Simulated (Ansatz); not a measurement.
Frames from the relaxation of a relaxed Nb cell, doubled along one cell vector, shaken by Gaussian noise of σ = 0.08 Å a coordinate, as extended XYZ (Å, eV, eV/Å, GPa with compression positive). Computed with r2SCAN (plane waves to 500 eV, PAW, scalar-relativistic; Ansatz, an electronic-structure program). Γ-centred k-mesh 13×7×3 on the run's cell (coarser than for final values), Fermi–Dirac smearing 0.05 eV.

```xyz
8
Lattice="2.8566 0.0000 0.0000 -2.8566 4.9478 0.0000 0.0000 0.0000 10.5036" Properties=species:S:1:pos:R:3:forces:R:3 pbc="T T T" step=1 free_energy=-36506.239 pressure=1.6 accepted=T
Nb     0.0724    -0.0453    -0.0121   -0.0886    1.4335    0.1810
Nb    -1.4456     2.5904     0.0411    0.1857   -1.3629   -0.2979
Nb    -0.1259    -0.0405     5.2128    0.0655    0.4566    0.3711
Nb    -1.4405     2.5060     5.1357   -0.1416   -0.4699    1.0360
Nb    -0.0863     1.6009     2.6525    0.0180    0.0866   -0.3946
Nb    -1.4256     4.1160     2.4716   -0.0453   -0.3260    1.2569
Nb     1.3091     0.8862     8.0444    0.0844    0.2351   -1.3073
Nb     0.0288     3.3564     7.8985   -0.0783   -0.0529   -0.8453
8
Lattice="2.8586 0.0023 -0.0006 -2.8545 4.9645 -0.0123 -0.0021 -0.0273 10.4994" Properties=species:S:1:pos:R:3:forces:R:3 pbc="T T T" step=2 free_energy=-36506.610 pressure=-0.3 accepted=T
Nb     0.0771     0.0641     0.0033    0.0096   -0.2663   -0.2395
Nb    -1.4272     2.5086    -0.0032    0.1879    0.3369   -0.3561
Nb    -0.1230    -0.0180     5.2724   -0.0061   -0.0398   -0.5034
Nb    -1.4555     2.4594     5.2778   -0.0931   -0.0852   -0.8221
Nb    -0.0861     1.5984     2.6152   -0.0286   -0.0816    0.1850
Nb    -1.4315     4.0810     2.6202   -0.0566   -0.1196    0.0665
Nb     1.3152     0.8956     7.8454   -0.0229   -0.0688    0.5542
Nb     0.0211     3.3540     7.7624    0.0098    0.3244    1.1153
8
Lattice="2.8325 0.0012 -0.0009 -2.8304 5.0074 -0.0287 -0.0034 -0.0630 10.4694" Properties=species:S:1:pos:R:3:forces:R:3 pbc="T T T" step=3 free_energy=-36506.925 pressure=-0.3 accepted=T
Nb     0.1944     0.0581    -0.0114    0.1964   -0.0055    0.1686
Nb    -1.2820     2.5565    -0.0317    0.3304   -0.0709    0.1096
Nb    -0.1913    -0.0489     5.2259   -0.1076    0.0148    0.0937
Nb    -1.5149     2.4593     5.2116   -0.1111   -0.0269    0.0648
Nb    -0.1239     1.4294     2.5946   -0.0692   -0.1690   -0.1610
Nb    -1.4564     3.9349     2.5958   -0.0956   -0.1943   -0.2355
Nb     1.2781     1.0410     7.8474   -0.0702    0.1408   -0.0447
Nb     0.0051     3.5338     7.8211   -0.0731    0.3110    0.0043
```

The path has 26 moves and ends in R-3m (No. 166) at a tolerance of 0.01 Å, Im-3m (No. 229) at 0.1 Å, 0.36 eV/atom below its start. Free energies are of the whole cell and compare only within this code, potentials and settings.  No spin polarisation in the result.

The end of the path is a generated cell of Nb: the first start was made by placing the elements on the sites of a structure type, and the end was not matched to a known phase here, so it may be hypothetical. Known forms of Nb include space group No. 229.
